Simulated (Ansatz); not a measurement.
CsAlMo$_{2}$O$_{8}$:
```
CsAlMo2O8
1.0
    5.57820     0.00000     0.00000
   -2.78910     4.83087     0.00000
    0.00000     0.00000     8.00946
Cs Al Mo O
1 1 2 8
Direct
  0.00000   0.00000   0.00000
  0.00000   0.00000   0.50000
  0.33333   0.66667   0.70613
  0.66667   0.33333   0.29387
  0.33333   0.66667   0.92166
  0.66667   0.33333   0.07834
  0.15824   0.31647   0.63862
  0.84176   0.68353   0.36138
  0.68353   0.84176   0.63862
  0.31647   0.15824   0.36138
  0.15824   0.84176   0.63862
  0.84176   0.15824   0.36138
```

Relaxed with PBEsol. Special points in fractions of this cell's reciprocal vectors: Γ (0.000, 0.000, 0.000); M (0.500, 0.000, 0.000); K (0.333, 0.333, 0.000); A (0.000, 0.000, 0.500); L (0.500, 0.000, 0.500); H (0.333, 0.333, 0.500).

**Question.** List the band energies nearest the valence-band maximum at these points for plane-wave PAW PBEsol (Ansatz code).

**Answer.** In eV from the valence-band maximum; about four levels below and three above (degenerate sets whole), none deeper than 8.9 eV; points with the same levels are listed once.

| k | below | above |
|---|---|---|
| Γ | -0.45 -0.45 -0.30 -0.30 0.00 | 3.96 3.96 4.47 4.47 |
| M | -0.65 -0.56 -0.47 -0.10 | 4.04 4.28 4.33 |
| K | -0.84 -0.84 -0.37 -0.28 -0.28 | 4.16 4.30 4.30 |
| A | -0.51 -0.17 -0.17 0.00 | 4.10 4.10 4.35 4.35 |
| L | -0.65 -0.57 -0.51 -0.20 | 4.11 4.15 4.39 |
| H | -0.77 -0.77 -0.56 -0.33 -0.33 | 4.29 4.30 4.30 |

Space group P-3m1. The first step of the workflow began from a Materials Project structure, measured or hypothetical; the Crystallography Open Database files this formula in space group No. 164, but the cells were not matched. Whether it is the stable phase at ambient conditions was not checked. The PBEsol relaxation kept the symmetry of its start; whether a distortion lowers the energy is not shown. No spin polarisation was allowed. No Hubbard U is applied. Scalar-relativistic: spin–orbit coupling is off unless named, which matters more the heavier the elements.

Potentials: the later of the program's two PAW sets.
